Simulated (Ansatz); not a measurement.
# ScCu: sound and stiffness along [100], [110] and [111]

The calculation used DFT LDA, scalar-relativistic, plane waves, PAW (Ansatz 0.2.0). Settings: 420 eV plane-wave cutoff, Γ-centred 14×14×14 mesh, Fermi-Dirac smearing of 0.15 eV. No spin polarisation.

Relaxed structure:
```cif
data_structure
_symmetry_space_group_name_H-M 'P 1'
_symmetry_Int_Tables_number 1
_cell_length_a 3.1682
_cell_length_b 3.1682
_cell_length_c 3.1682
_cell_angle_alpha 90.000
_cell_angle_beta 90.000
_cell_angle_gamma 90.000
_cell_volume 31.80
loop_
_atom_site_label
_atom_site_type_symbol
_atom_site_fract_x
_atom_site_fract_y
_atom_site_fract_z
_atom_site_occupancy
Sc1 Sc 0.50000 0.50000 0.50000 1
Cu1 Cu 0.00000 0.00000 0.00000 1
```

In a metal, frequencies and elastic constants depend on the k mesh and the smearing, soft modes and shear constants most.

With ions relaxed, on the cubic axes: C11 = 148.3, C12 = 86.1, C44 = 54.7 GPa. The density is 5.666 g/cm³.

**Question.** Is the crystal stable against strain, and how anisotropic is it?

**Answer.** Born's conditions hold: C11 + 2C12 = 320.5, C11 − C12 = 62.3 and C44 = 54.7 GPa are all positive. B = (C11 + 2C12)/3 = 106.8 GPa. The two shear moduli are C44 and C′ = (C11 − C12)/2 = 31.1 GPa, so Zener's ratio is A = C44/C′ = 1.76: the tetragonal shear C′ is the soft one, as in many fcc and bcc metals and zincblende crystals. The Cauchy pressure C12 − C44 is 31.4 GPa; it would vanish for pair forces between atoms on inversion centres at zero pressure, and a positive value is usual with metallic or many-body binding.

**Question.** Give the sound speeds along the three symmetry directions.

**Answer.** The Christoffel equation gives ρv² for each branch:
```tsv
direction	branch	ρv²	GPa	v (m/s)
[100]	L	C11	148.3	5117
[100]	T (×2)	C44	54.7	3106
[110]	L	(C11 + C12 + 2C44)/2	171.9	5508
[110]	T, u ∥ [001]	C44	54.7	3106
[110]	T, u ∥ [1-10]	(C11 − C12)/2	31.1	2344
[111]	L	(C11 + 2C12 + 4C44)/3	179.7	5632
[111]	T (×2)	(C11 − C12 + C44)/3	39.0	2623
```

**Question.** How does Young's modulus depend on direction?

**Answer.** Inverting gives S11 = 11.746, S12 = -4.313, S44 = 18.292 TPa⁻¹. Along a unit vector (l, m, n), 1/E = S11 − 2(S11 − S12 − S44/2)(l²m² + m²n² + n²l²), where the last bracket is 0, 1/4 and 1/3 for [100], [110] and [111]: E = 85, 121 and 140 GPa. With A > 1 the body diagonal is stiffest. For a film on (001), the biaxial modulus is C11 + C12 − 2C12²/C11 = 135 GPa and the normal strain is −2C12/C11 = -1.16 times the in-plane one.